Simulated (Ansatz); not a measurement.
CdSiN$_{2}$ in space group R-3m (No. 166; Cd on 3b, Si on 3a, N on 6c) at seven volumes, the program Ansatz at the LDA level (PAW), shape and atoms relaxed at each. One row is withheld.

```tsv
V (Å³/atom)	P (GPa)
9.647	?
9.965	14.14
10.283	6.51
10.601	0.00
10.919	-5.57
11.237	-10.31
11.555	-14.35
```

Q: Fit the shown pressures and predict the withheld one.

A: Third-order Birch–Murnaghan: P = (3/2)B₀(x^(7/2) − x^(5/2))[1 + (3/4)(B′ − 4)(x − 1)] with x = (V₀/V)^(2/3). Least squares on the six rows gives V₀ = 10.601 Å³/atom, B₀ = 200.3 GPa, B′ = 4.29. At V = 9.647, x = 1.0649 and P = 23.13 GPa. The run itself gave 23.11 GPa.

The start of the workflow was typed in or built on a structure type; neither database checked (COD, Materials Project) lists it. Its standing as an ambient phase is unchecked. The LDA relaxation kept the symmetry of its start; its stability against distortions is not shown here. The volume moved by -46 % from the start of the relaxation.

Potentials: the earlier of the program's two PAW sets. The files were generated under PBE; for other functionals the program regenerates the frozen cores, and for LDA and PBEsol the local potential too.
